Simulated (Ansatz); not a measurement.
InBAs2, ordered on the zincblende lattice (I-42d) with 8 atoms a cell at its r2SCAN geometry, run in Ansatz 0.2.0 at 2 levels of theory. All values are calculated for a non-magnetic cell, which may be hypothetical.

The PBE+SOC input:
```yaml
crystal:
  lattice:
    - [-2.7790709249, 2.7790709249, 5.1397719706]
    - [2.7790709249, -2.7790709249, 5.1397719706]
    - [2.7790709249, 2.7790709249, -5.1397719706]
  atoms:
    - { symbol: B, position: [0.0, 0.0, 0.0] }
    - { symbol: As, position: [0.375, 0.2985781704, 0.4235781704] }
    - { symbol: B, position: [0.75, 0.25, 0.5] }
    - { symbol: As, position: [0.0485781704, 0.625, -0.0764218296] }
    - { symbol: In, position: [0.5, 0.5, 0.0] }
    - { symbol: As, position: [0.875, 0.9514218296, 0.5764218296] }
    - { symbol: In, position: [0.25, 0.75, 0.5] }
    - { symbol: As, position: [0.7014218296, 0.125, 0.0764218296] }
kpoints:
  mp_grid: { grid: [6, 6, 6] }
  band_path:
    path:
      - [0.0, 0.0, 0.0]
      - [0.0, 0.0, 0.5]
      - [0.25, 0.25, 0.25]
      - [0.0, 0.5, 0.0]
      - [0.5, 0.5, -0.5]
      - [0.3230889237, 0.6769110763, -0.3230889237]
      - [-0.3230889237, 0.3230889237, 0.3230889237]
      - [-0.1461778474, 0.1461778474, 0.5]
      - [0.5, 0.5, -0.1461778474]
      - [-0.109375, -0.109375, 0.109375]
    npoints: 1
hamiltonian:
  xc: pbe
scf:
  occupations: { method: fermi_dirac, width: 0.02 }
  n_extra_bands: 12
magnetization:
  noncollinear: true
  spin_orbit: true
output:
  forces: true
  stress: true
  eigenvalues: true
```

Main results, then, where recorded, the levels near the gap in eV from the Fermi energy (columns number the bands from 0), one row a point of the path (Γ, X, P, N, M, S, S₀, R, G, Γ–M (0.22)):
```
Crystal: 8 atoms, lattice volume = 158.783 Å³
Symmetry: 8 space group operations + 8 with time reversal
Magnetic group: BNS 122.334 (UNI 994)
```
```
Basis set: ecut = 420 eV, 3081 PW (Γ)
k-points: 30 of 216 (time reversal used)
SCF converged after 9 iterations
Free energy (F): -30936.126715 eV
Fermi energy:    9.943135 eV
--- Forces (eV/Å), atoms counted from 1 ---
  atom   1  B       0.00000      0.00000      0.00000
  atom   2  As    -0.16341      0.00000      0.00000
  atom   3  B       0.00000      0.00000      0.00000
  atom   4  As      0.00000    -0.16341      0.00000
  atom   5  In      0.00000      0.00000      0.00000
  atom   6  As      0.16341      0.00000      0.00000
  atom   7  In      0.00000      0.00000      0.00000
  atom   8  As      0.00000      0.16341      0.00000
--- Stress (GPa, compression-positive) ---
        1.963221       0.000000       0.000000
        0.000000       1.963221       0.000000
        0.000000       0.000000       1.677526
  P = ⅓ Tr σ = 1.8680 GPa (18.680 kbar)
```

PBE+SOC gives an indirect gap of 0.67 eV, from Γ to Γ–M (0.22 of the way from Γ); the least direct gap is 0.73 eV at Γ.

PBE0. Against the first input these blocks differ (the band path and keys that only write files left aside):
```yaml
kpoints:
  mp_grid: { grid: [4, 4, 4] }
hamiltonian:
  xc: pbe0
scf:
  occupations: { method: fixed }
  n_extra_bands: 6
```
(magnetization left out)

```
Basis set: ecut = 420 eV, 3081 PW (Γ)
k-points: 13 of 64 (time reversal used)
hybrid outer 1: dexx = +4.654e-2 eV, tail = 2.68e-4 eV
hybrid outer 2: dexx = +9.935e-6 eV, tail = 1.63e-7 eV, Δε = 3.47e-3 eV, ΔF = 6.30e-3 eV/Å
hybrid outer 3: dexx = +1.407e-9 eV, tail = 6.91e-10 eV, Δε = 4.82e-5 eV, ΔF = 1.05e-4 eV/Å
hybrid SCF converged: 3 outer / 15 inner (+5 warm-up)
Free energy (F): -30943.365974 eV
Fermi energy:    8.825121 eV
--- Forces (eV/Å), atoms counted from 1 ---
  atom   1  B       0.00000      0.00000      0.00000
  atom   2  As    -0.01739      0.00000      0.00000
  atom   3  B       0.00000      0.00000      0.00000
  atom   4  As      0.00000    -0.01739      0.00000
  atom   5  In      0.00000      0.00000      0.00000
  atom   6  As      0.01739      0.00000      0.00000
  atom   7  In      0.00000      0.00000      0.00000
  atom   8  As      0.00000      0.01739      0.00000
--- Stress (GPa, compression-positive) ---
       -0.912930       0.000000       0.000000
        0.000000      -0.912930       0.000000
        0.000000       0.000000      -0.788587
  P = ⅓ Tr σ = -0.8715 GPa (-8.715 kbar)
```
```tsv
band_43	band_44	band_45	band_46	band_47	band_48
-0.079	-0.079	0.000	2.004	2.144	2.690
-1.304	-0.941	-0.941	2.488	2.488	4.053
-1.421	-1.274	-1.274	2.986	2.986	3.778
-2.186	-1.329	-0.919	3.930	4.264	4.601
-2.610	-1.254	-1.254	3.034	3.034	3.036
-2.424	-1.280	-0.509	2.810	3.635	4.426
-2.424	-1.280	-0.509	2.810	3.635	4.426
-1.446	-1.156	-1.156	2.904	2.904	4.768
-1.446	-1.156	-1.156	2.904	2.904	4.768
-0.500	-0.302	-0.302	1.960	2.395	3.109
```

The PBE0 gap is indirect, 1.96 eV (Γ to Γ–M (0.22 of the way from Γ)), below the direct gap of 2.00 eV at Γ. The mean pressure is -0.9 GPa (compression positive), so PBE0 would shrink the cell's volume. The stress of a hybrid is loosely converged here.

The hybrids run on coarser meshes, which limits their stresses and small splittings of levels.

Totals of different functionals, or with and without spin-orbit coupling, can't be compared.

Only the levels marked +SOC include spin-orbit coupling.

The meshes of the hybrids are coarse, so their gaps aren't converged to the digits shown.
